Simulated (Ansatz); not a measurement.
## Al$_{2}$O$_{3}$: vibrational free energy, entropy and heat capacity

The calculation used DFT PBE, scalar-relativistic, plane waves, PAW in Ansatz. Plane waves to 420 eV; Γ-centred k mesh 6×6×6; fixed occupations. No spin polarisation. Phonons by linear response, acoustic sum rule imposed.

Relaxed structure:
```
Al O
1.0
     2.40444    1.38820    4.37467
    -2.40444    1.38820    4.37467
     0.00000   -2.77641    4.37467
Al O
4 6
Cartesian
  0.0000 0.0000 4.6216
  0.0000 0.0000 1.9404
  0.0000 0.0000 8.5024
  0.0000 0.0000 11.1836
  -0.9321 1.3882 7.6557
  -0.7362 -1.5013 7.6557
  1.6683 0.1131 7.6557
  0.9321 -1.3882 5.4683
  0.7362 1.5013 5.4683
  -1.6683 -0.1131 5.4683
```

It was relaxed at this level from a cell as deposited in COD. The q mesh is coarse, so values between its points are rough.

Force constants from linear response on a 2×2×2 q mesh, interpolated to a fine mesh.

(1) What is the zero-point energy per atom?

(2) How large are the vibrational entropy and heat capacity at 300 K?

(3) Tabulate them against temperature.

Answers

(1) 88.3 meV.

(2) S = 1.34 k_B and C_V = 1.97 k_B per atom, 66 % of the Dulong–Petit value.

(3)
```csv
T (K),F_vib (meV/atom),S (k_B/atom),C_V (k_B/atom)
100,88.0,0.12,0.36
200,84.8,0.67,1.32
300,76.1,1.34,1.97
400,61.8,1.97,2.34
500,42.5,2.51,2.55
600,18.7,2.99,2.67
700,-8.8,3.41,2.75
800,-39.8,3.78,2.81
900,-73.8,4.11,2.85
1000,-110.6,4.41,2.87
```
